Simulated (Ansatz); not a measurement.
**Structures of NaF$_{2}$: which is lowest?**

Plane-wave DFT in Ansatz with scalar-relativistic PAW potentials, cutoff 420 eV, Γ-centred meshes chosen by cell and gap, Gaussian smearing with energies taken to zero width. Every cell was relaxed (cell and atoms) in a run of its own, within the symmetry of its start. Functional: PBE.

Relaxed structures (starts from databases or built by putting these elements on another compound's sites):
A. P6_3mc, 6 atoms in the computed cell, a = 3.778 Å, c = 6.664 Å; sites (symmetry × multiplicity) Na 3m. × 2, F 3m. × 2 + 3m. × 2; start: built
B. P6/mmm, 3 atoms in the computed cell, a = 3.835 Å, c = 3.095 Å; sites (symmetry × multiplicity) Na 6/mmm × 1, F -6m2 × 2; start: built

Q: Rank them by energy. Could pressure change the order?

A:
```csv
structure,group,E − E(lowest) (meV/atom),V (Å³/atom),gap on mesh (eV)
A,P6_3mc,0.0,13.73,0.00
B,P6/mmm,61,13.14,0.00
```

A is lowest, 61 meV/atom under B. B is denser by 0.59 Å³/atom, so pressure favours it: ΔE/ΔV, with ΔE in eV and 1 eV/Å³ = 160.2 GPa, gives about 16 GPa for equal enthalpy if both cells were rigid; at such pressures compression changes ΔV much, so this is a scale only. Other structures may lie lower than all of these, and vibrations aren't counted.

Magnetic cells started from one order each; another order can shift an energy by tens of meV per atom.